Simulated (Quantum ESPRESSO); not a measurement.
# Planted mistakes on one cell of Si2AlO5F

Calculated results; nothing here was measured. They come from pw.x of Quantum ESPRESSO 7.5, a plane-wave density functional program, with PseudoDojo standard norm-conserving files (v0.5 for PBE, v0.4.1 for LDA and PBEsol). The cells are made up: elements, strain and atom displacements were drawn at random, and nothing was relaxed. There is no spin polarisation, spin-orbit coupling or dispersion term.

The cell has 9 sites of a quartz lattice. Sites 1 to 3 hold Si Al Si; sites 4 to 9 hold O O O O O F. Cell vectors in Å: (5.045, -0.071, -0.063); (-2.584, 4.506, 0.013); (-0.069, -0.023, 5.558). Settings: PBE, cutoff 1143 eV, 5 x 5 x 4 k mesh shifted by half a step, Fermi-Dirac smearing of 0.025 eV.

The intended run has a self-consistency threshold of 1e-07 eV, a smearing term of 0.000 eV, a pressure of 3.47 GPa and 12 iterations. Each further run changes one thing: all lengths scaled by 0.9810; atoms of sites 2 and 3 exchanged; cutoff 730 eV; files of LDA; k mesh 1 x 1 x 1; one electron added; smearing 0.86 eV; threshold 0.8 eV. A coarse mesh keeps the shift, and a charged cell sits in a uniform background.

```
run,change of free energy (eV),smearing term -TS (eV),change of P (GPa),largest change of a force component (eV/Å),iterations
A,0.123,0.000,0.09,0.632,12
B,-0.436,-1.727,2.78,0.503,12
C,6.562,-0.003,20.96,1.383,11
D,2.351,0.000,-17.19,0.024,12
E,2.583,0.000,-7.57,0.606,12
F,0.082,0.000,1.85,0.554,4
G,0.356,0.000,9.71,1.172,12
H,-2.128,0.000,-2.33,7.265,12
```

A rerun of the intended cell at 1437 eV and k mesh 7 x 7 x 6 moved values by no more than 0.003 eV in the cell's energy, 0.02 GPa in stress and 0.002 eV/Å in force.

Question: which change belongs to which run?

## Worked reading

Run F has the fewest iterations, as a run stopped early does. Run B has the largest smearing term, as wide smearing gives. Run D has a higher energy and the largest fall in pressure, as too small a basis gives. Run G changes the volume by a factor of 0.9441; minus its pressure change over the logarithm of that factor, 169 GPa, is a rough bulk modulus with clamped atoms. Energies from files of another functional, or of a charged cell, have another zero and say nothing on stability; the pressure of a charged cell rests on the program's zero of potential too.

## Key

| run | change |
| --- | --- |
| A | k mesh 1 x 1 x 1 |
| B | smearing 0.86 eV |
| C | one electron added |
| D | cutoff 730 eV |
| E | files of LDA |
| F | threshold 0.8 eV |
| G | all lengths scaled by 0.9810 |
| H | atoms of sites 2 and 3 exchanged |